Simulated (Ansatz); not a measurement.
# Al2Cu (Al2Cu type, space group I4/mcm), scan of one atom of the cell

Relaxed Al₂Cu (Al2Cu type, space group I4/mcm):

```
Al2Cu
1.0
   -3.02971     3.02971     2.43697
    3.02971    -3.02971     2.43697
    3.02971     3.02971    -2.43697
Al Cu
4 2
Direct
  0.65828   0.15828   0.81655
  0.84172   0.65828   0.50000
  0.15828   0.34172   0.50000
  0.34172   0.84172   0.18345
  0.25000   0.25000   0.00000
  0.75000   0.75000   0.00000
```

Scan: atom 2 (Al, nearest neighbour Cu at 2.587 Å; its periodic images, 4.9 Å or more away, move with it) is displaced along Cartesian [110], direction (0.707, 0.707, 0.000) in Cartesian axes, by s. The other atoms stay.

All values below come from PBE (plane waves to 420 eV, PAW, scalar-relativistic; Ansatz, a first-principles code). k mesh 10×10×10 (Γ-centred), Fermi-Dirac smearing 0.05 eV. E stands for the smeared free energy. Stress and pressure are positive under compression. With partly filled bands, energies and forces of such displacements shift with the k mesh and the smearing. F∥ is the force on the atom along that direction. F⊥ is the part of the force across the line. Al2Cu is run without spin polarisation. Al2Cu was relaxed with its symmetry unable to fall. The PAW data are Ansatz's earlier set. The zero of ΔE is the undisplaced structure.

| s (Å) | ΔE (meV/cell) | P (GPa) | |F⊥| (eV/Å) | F∥ (eV/Å) |
|---|---|---|---|---|
| -0.780 | 2527 | 12.5 | 3.183 | 8.235 |
| -0.624 | 1457 | 7.6 | 1.864 | 5.596 |
| -0.468 | 748 | 4.1 | 0.964 | 3.592 |
| -0.312 | 309 | 1.8 | 0.393 | 2.101 |
| -0.156 | 74 | 0.4 | 0.080 | 0.961 |
| 0.000 | 0 | -0.1 | 0.019 | 0.000 |
| 0.156 | 74 | 0.4 | 0.080 | -0.961 |
| 0.312 | 309 | 1.8 | 0.393 | -2.101 |
| 0.468 | 748 | 4.1 | 0.964 | -3.592 |
| 0.624 | 1457 | 7.6 | 1.864 | -5.596 |
| 0.780 | 2527 | 12.5 | 3.183 | -8.235 |

Summary:

```
Property                                                                                                                                               Result
--------------------------------------------------------  ---------------------------------------------------------------------------------------------------
Energy at s = 0.780 Å                                                                                                                           2527 meV/cell
Force along the line at s = -0.780 Å                                                                                                                8.23 eV/Å
Symmetry of the curve                                                                                                           even: the same for both signs
Shape of the curve                                                                             a single well with its minimum at or next to zero displacement
Force constant k = d²E/ds² at s = 0 (finite differences)                                                                                           5.97 eV/Å²
Harmonic estimate at the end of the scan                  ½ks² = 1817 meV/cell against the computed 2527 meV/cell, so the well is stiffer than harmonic there
```

(A displaced cell: forces are minus the slopes of the energy, force constants its curvatures, and phonons follow from these.)
